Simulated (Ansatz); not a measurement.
**Band table of PIr (zincblende type)**

```xyz
2
Lattice="0.0000 2.5857 2.5857 2.5857 0.0000 2.5857 2.5857 2.5857 0.0000" Properties=species:S:1:pos:R:3 pbc="T T T"
Ir    0.0000    0.0000    0.0000
P     1.2928    1.2928    1.2928
```

The cell comes from a relaxation on PAW files under the same functional, begun from a prototype that needn't be the stable phase.

Computed with Ansatz 0.2.0; functional LDA, scalar-relativistic. Settings: a Γ-centred 12×12×12 k mesh, Fermi–Dirac smearing of 0.05 eV, no spin polarisation. Methods: LAPW: all electrons, basis error target 1 meV/atom.

Spin–orbit coupling is left out, which matters for the heavy atoms.

Path points, in fractions of the reciprocal vectors: Γ (0.000, 0.000, 0.000), X (-0.500, -0.500, 0.000), U (-0.375, -0.375, 0.250), K (-0.375, 0.000, 0.375), L (0.000, 0.000, 0.500), W (-0.500, -0.250, 0.250). The distance column jumps between branches of the path. Levels in eV from the Fermi level; bands 24 to 34, counted from the lowest band of the run. The gap is zero, the pressure 0.06 GPa.

```
# k(1/Å) point b24 b25 b26 b27 b28 b29 b30 b31 b32 b33 b34
0.000 Γ -13.53 -6.02 -6.02 -6.02 -3.00 -3.00 3.60 5.27 5.27 5.27 7.64
0.174 - -13.44 -6.11 -5.96 -5.96 -3.08 -2.96 3.72 4.86 4.86 5.37 7.11
0.347 - -13.17 -6.34 -5.79 -5.79 -3.32 -2.84 3.91 3.93 3.93 5.43 6.22
0.521 - -12.75 -6.63 -5.51 -5.51 -3.61 -2.66 2.80 2.80 3.24 5.14 6.58
0.694 - -12.25 -6.92 -5.14 -5.14 -3.84 -2.46 1.63 1.65 1.65 5.54 7.20
0.868 - -11.76 -7.14 -4.70 -4.70 -3.88 -2.26 -0.01 0.60 0.60 6.09 7.55
1.041 - -11.39 -7.27 -4.30 -4.30 -3.65 -2.12 -1.39 -0.18 -0.18 6.66 7.52
1.215 X -11.25 -7.31 -4.12 -4.12 -3.36 -2.10 -2.07 -0.50 -0.50 7.04 7.30
1.276 - -11.25 -7.30 -4.14 -4.13 -3.35 -2.14 -2.09 -0.46 -0.45 7.06 7.31
1.338 - -11.25 -7.25 -4.19 -4.16 -3.33 -2.24 -2.16 -0.36 -0.33 7.09 7.35
1.399 - -11.26 -7.18 -4.25 -4.22 -3.36 -2.30 -2.25 -0.24 -0.15 7.10 7.44
1.460 - -11.26 -7.09 -4.31 -4.29 -3.50 -2.35 -2.26 -0.14 0.07 7.08 7.60
1.522 - -11.27 -6.96 -4.39 -4.37 -3.70 -2.46 -2.12 -0.07 0.33 7.04 7.78
1.583 - -11.29 -6.83 -4.50 -4.46 -3.87 -2.58 -1.92 -0.05 0.61 6.99 7.95
1.645 U -11.31 -6.67 -4.70 -4.56 -3.94 -2.68 -1.69 -0.06 0.91 6.93 8.07
2.389 K -11.31 -6.67 -4.70 -4.56 -3.94 -2.68 -1.69 -0.06 0.91 6.93 8.07
2.573 - -11.47 -6.22 -5.47 -4.87 -3.62 -2.99 -0.97 -0.18 1.89 6.77 8.00
2.757 - -11.77 -6.14 -5.83 -5.15 -3.22 -2.90 -0.82 0.37 2.91 6.74 7.49
2.941 - -12.20 -6.41 -5.67 -5.42 -3.33 -2.60 -0.16 1.35 3.91 6.68 7.04
3.125 - -12.70 -6.43 -5.68 -5.65 -3.31 -2.78 1.42 2.36 4.74 5.89 7.37
3.309 - -13.13 -6.28 -5.84 -5.81 -3.19 -2.93 3.25 3.30 5.09 5.24 7.49
3.493 - -13.43 -6.10 -5.97 -5.96 -3.06 -2.99 3.69 4.74 4.95 5.32 7.46
3.677 Γ -13.53 -6.02 -6.02 -6.02 -3.00 -3.00 3.60 5.27 5.27 5.27 7.64
3.828 - -13.46 -6.07 -5.98 -5.98 -3.01 -3.01 3.66 4.89 5.18 5.18 7.54
3.978 - -13.26 -6.19 -5.89 -5.89 -3.05 -3.05 3.20 4.59 4.90 4.90 7.36
4.128 - -12.95 -6.34 -5.77 -5.77 -3.05 -3.05 1.86 4.39 4.39 4.89 7.42
4.279 - -12.59 -6.43 -5.66 -5.66 -2.98 -2.98 0.40 3.75 3.75 5.00 8.04
4.429 - -12.24 -6.42 -5.58 -5.58 -2.83 -2.83 -0.91 3.11 3.11 4.91 9.08
4.579 - -11.98 -6.33 -5.55 -5.55 -2.66 -2.66 -1.85 2.61 2.61 4.79 9.30
4.730 L -11.88 -6.26 -5.54 -5.54 -2.59 -2.59 -2.21 2.43 2.43 4.74 9.37
4.852 - -11.85 -6.25 -5.57 -5.50 -2.65 -2.60 -2.18 2.27 2.38 4.91 9.15
4.975 - -11.77 -6.20 -5.64 -5.36 -2.84 -2.63 -2.07 1.86 2.24 5.34 8.79
5.098 - -11.65 -6.13 -5.75 -5.12 -3.12 -2.66 -1.93 1.27 2.03 5.94 8.53
5.221 - -11.51 -6.06 -5.86 -4.78 -3.44 -2.68 -1.78 0.59 1.77 6.63 8.41
5.343 - -11.38 -6.06 -5.86 -4.44 -3.64 -2.70 -1.72 -0.05 1.51 7.32 8.40
5.466 - -11.29 -6.11 -5.77 -4.39 -3.43 -2.74 -1.88 -0.45 1.31 7.78 8.51
5.589 W -11.26 -6.14 -5.73 -4.44 -3.10 -2.86 -2.06 -0.55 1.24 7.89 8.58
5.675 - -11.26 -6.33 -5.51 -4.43 -3.08 -2.88 -2.06 -0.54 1.18 7.82 8.36
5.762 - -11.26 -6.61 -5.15 -4.40 -3.03 -2.94 -2.06 -0.53 1.01 7.68 7.98
5.849 - -11.26 -6.85 -4.80 -4.34 -3.03 -2.92 -2.07 -0.52 0.74 7.54 7.64
5.936 - -11.26 -7.05 -4.49 -4.28 -3.14 -2.74 -2.07 -0.51 0.39 7.37 7.43
6.023 - -11.25 -7.20 -4.28 -4.20 -3.24 -2.49 -2.07 -0.50 0.01 7.19 7.36
6.109 - -11.25 -7.28 -4.16 -4.14 -3.33 -2.22 -2.07 -0.50 -0.34 7.08 7.32
6.196 X -11.25 -7.31 -4.12 -4.12 -3.36 -2.10 -2.07 -0.50 -0.50 7.04 7.30
```
